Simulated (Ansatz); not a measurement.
# ZrS2 (CdI2 type): energy against volume

ZrS$_{2}$ (CdI2 type)

```yaml
crystal:
  lattice:
    - [3.57813, 0.00000, 0.00000]
    - [-1.78907, 3.09875, 0.00000]
    - [0.00000, 0.00000, 5.54076]
  atoms:
    - { symbol: Zr, position: [0.00000, 0.00000, 0.00000] }
    - { symbol: S, position: [0.33333, 0.66667, 0.26469] }
    - { symbol: S, position: [0.66667, 0.33333, 0.73531] }
```

The volume is varied about the relaxed value V₀ at fixed cell shape. The atoms relax within the cell's symmetry.

Calculation: PBEsol-D3(BJ) (plane waves to 420 eV, PAW, scalar-relativistic; Ansatz, a first-principles code). k mesh 11×11×6 (Γ-centred), Fermi-Dirac smearing 0.05 eV. Energies are smeared free energies. Compression counts positive. With the shape held, the modulus is that of even scaling; a crystal free to change shape is softer. ZrS2 is run without spin polarisation. ZrS2 was relaxed with its symmetry unable to fall. The zero of ΔE is the relaxed starting cell.

| V/V₀ | ΔE (meV/atom) | P (GPa) |
|---|---|---|
| 0.900 | 40 | 6.9 |
| 0.917 | 27 | 5.4 |
| 0.933 | 17 | 4.1 |
| 0.950 | 9 | 3.0 |
| 0.967 | 4 | 1.9 |
| 0.983 | 1 | 0.9 |
| 1.000 | 0 | 0.0 |
| 1.017 | 1 | -0.8 |
| 1.033 | 3 | -1.6 |
| 1.050 | 8 | -2.3 |
| 1.067 | 13 | -2.9 |
| 1.083 | 20 | -3.5 |
| 1.100 | 28 | -3.9 |

Key numbers:

| Item | Result |
|---|---|
| Pressure at the smallest volume | 6.9 GPa |
| Energy cost of the largest compression | 40 meV/atom |
| Energy cost of the largest expansion | 28 meV/atom |
| Bulk modulus at fixed cell shape B₀ (third-order Birch-Murnaghan fit) | 51.5 GPa |
| Pressure derivative B₀′ (fit) | 4.4 |
| Equilibrium volume of the fit | 20.48 Å³/atom |
| Pressure for 5 % compression (fit) | 3.0 GPa |

(Under strain, the slope of the energy per volume gives the stress and its curvature an elastic modulus.)
